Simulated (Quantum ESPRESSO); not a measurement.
## ZnGaAlHfO6 (convergence and cost over cutoff and k mesh)

Computed values, not a measurement. The program is pw.x of Quantum ESPRESSO 7.5 (plane-wave density functional theory). The cell is made up: 10 atoms on a corundum lattice, with randomly drawn elements, strain and displacements, not relaxed. PseudoDojo standard norm-conserving files (v0.5 for PBE, v0.4.1 for LDA and PBEsol) set the functional; there is no spin polarisation, spin-orbit coupling or dispersion term, and the masses in the input are unused placeholders.

The hafnium pseudopotential is less sure than the others, with forces about 3 percent (worst 6) and pressure in oxides about 1.5 GPa (worst 2.7) from a second method in checks, which no rerun with the same files tests.

Input of the run in row 4:

```
&control calculation='scf', pseudo_dir='./dojo.nc.sr.pbe.v0_5.standard.upf', outdir='./o', disk_io='medium', tprnfor=.true., tstress=.true. /
&system ibrav=0, nat=10, ntyp=5, nbnd=48, ecutwfc=84.00895049, nosym=.true., tot_charge=0,
 occupations='smearing', smearing='fd', degauss=0.0018374661
/
&electrons conv_thr=7.350e-09, electron_maxstep=60, /
ATOMIC_SPECIES
Al 1.0 Al.upf
Ga 1.0 Ga.upf
Hf 1.0 Hf.upf
O 1.0 O.upf
Zn 1.0 Zn.upf
CELL_PARAMETERS angstrom
2.4957 1.4303 4.6165
-2.5774 1.4473 4.6564
-0.0261 -2.9747 4.6676
ATOMIC_POSITIONS angstrom
Zn 0.0565 -0.2099 4.9337
Ga 0.0394 0.0297 2.1156
Al -0.0833 -0.0407 8.9383
Hf -0.0746 -0.0727 11.8801
O -1.0471 1.3951 8.1643
O -0.8295 -1.5578 8.1724
O 1.8893 0.0024 8.1862
O 0.8801 -1.4465 5.8186
O 0.8277 1.4853 5.7912
O -1.9161 -0.3166 5.851
K_POINTS automatic
5 5 5 1 1 1
```

The same cell was run at these settings. Meshes are shifted by half a step, and differences are from the last row, which is itself not exact.

| cutoff (eV) | k mesh | k points solved | threshold (eV) | free energy less the last row's (eV) | pressure (GPa) | largest stress difference (GPa) | largest force difference (eV/Å) | iterations | wall time (s) | k-point pools | processor |
| --- | --- | --- | --- | --- | --- | --- | --- | --- | --- | --- | --- |
| 800 | 2 x 2 x 2 | 4 | 1e-04 | 2.979 | -27.00 | 40.91 | 0.070 | 8 | 35 | 1 | AMD EPYC, Zen 5 class |
| 1143 | 1 x 1 x 1 | 1 | 1e-07 | -0.757 | 12.51 | 3.75 | 0.842 | 12 | 39 | 1 | AMD EPYC, Zen 5 class |
| 766 | 5 x 5 x 5 | 63 | 1e-07 | 5.142 | -50.06 | 63.56 | 0.095 | 11 | 281 | 1 | AMD EPYC, Zen 5 class |
| 1143 | 5 x 5 x 5 | 63 | 1e-07 | 0.003 | 13.40 | 0.03 | 0.000 | 12 | 738 | 1 | AMD EPYC, Zen 5 class |
| 1437 | 7 x 7 x 7 | 172 | 1e-07 | 0.000 | 13.43 | 0.00 | 0.000 | 12 | 419 | 4 | AMD EPYC, Zen 5 class |

Each pool is one process. Wall times include start-up and a band step at six k points, which weighs most on the coarsest meshes. The runs were on shared virtual cores whose load varied, so times are rough.